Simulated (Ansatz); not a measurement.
# HfC: what symmetry allows forces and stress to be

```xyz
4
Lattice="3.3429 0.0000 0.0000 -1.6714 2.8950 0.0000 0.0000 0.0000 5.2027" Properties=species:S:1:pos:R:3 pbc="T T T"
Hf    1.6714    0.9650    3.9020
Hf    0.0000    1.9300    1.3007
C     0.0000    0.0000    0.0000
C     0.0900    0.0000    2.6014
```

All numbers below come from DFT PBEsol, scalar-relativistic, plane waves, PAW (Ansatz).

Plane waves to 420 eV, a k mesh through Γ of 12×12×8 on the computed 4-atom cell and Gaussian smearing (0.10 eV); no spin polarisation.

This distorted cell has space group C2, with 2 operations.

Without a calculation: in which directions can each atom feel a force?

A force must be left unchanged by every operation that keeps its atom in place, so it lies in the space that those operations leave fixed. Atoms that the group maps onto each other feel forces of one size.
| atom | site symmetry | operations at the site | equivalent to atom | allowed force (Cartesian) |
| --- | --- | --- | --- | --- |
| Hf1 | 1 | 1 | 1 | any direction |
| Hf2 | 1 | 1 | 1 | any direction |
| C3 | 2 | 2 | 3 | along (1.00, 0.00, 0.00) |
| C4 | 2 | 2 | 4 | along (1.00, 0.00, 0.00) |

That leaves 5 independent force components of 12, tied by 1 condition that the forces sum to zero, so 4 remain. A relaxation in this cell that keeps the symmetry moves the atoms in these directions alone.

And the stress tensor?

It must be invariant under the point group, which leaves 4 independent components: xz, xy vanish.

Do the computed values obey this?

Yes. Forces (eV/Å):
```
Hf1  0.696  0.042  0.055
Hf2  0.696 -0.042 -0.055
C3  -0.263  0.000  0.000
C4  -1.129  0.000  0.000
```

Stress (GPa, compression positive, xx yy zz yz xz xy): -7.52 -7.51 -6.00 0.35 0.00 0.00. The program imposes the same operations on density, forces and stress, so this confirms the analysis and is no independent test of the calculation.

Spin–orbit coupling is left out, which can shift energies with elements as heavy as these.

This form isn't the usual stable structure of the compound.